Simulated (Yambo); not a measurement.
```xyz
8
Lattice="2.5847 1.4923 4.5260 -2.5847 1.4923 4.5260 0.0000 -2.9845 4.5260" Properties=species:S:1:pos:R:3 pbc="T T T"
Li     0.0000     0.0000     6.7890
F     -1.5911     0.2880     5.6302
F      1.5911    -0.2880     7.9478
F      1.0449     1.2339     5.6302
F     -1.0449    -1.2339     7.9478
F      0.5461    -1.5219     5.6302
F     -0.5461     1.5219     7.9478
Ta     0.0000     0.0000     0.0000
```

Response from Yambo on norm-conserving PBEsol (Quantum ESPRESSO, 84 Ry, no spin-orbit coupling) bands: 4×4×4 mesh, 90 bands, 3 Ry local-field block, 0.2 eV broadening.

Q: Give the static electronic dielectric constant without and with local fields along each axis.

A: 
```
field along  ε(0), independent particles  ε(0), RPA with local fields  refractive index √ε
-----------  ---------------------------  ---------------------------  -------------------
x                                   2.53                         2.17                 1.47
z                                   2.53                         2.16                 1.47
```
Electronic (clamped-ion) response only. Spin-orbit coupling, left out here, changes gap and response of such heavy elements. Convergence of the RPA response with its 4×4×4 mesh was not tested. x, y and z are Cartesian axes of the cell as given.

Geometry of the Materials Project entry, not relaxed at this level.

The structure is a Materials Project entry; no match was found in the copy of COD used, and its stability was not checked.
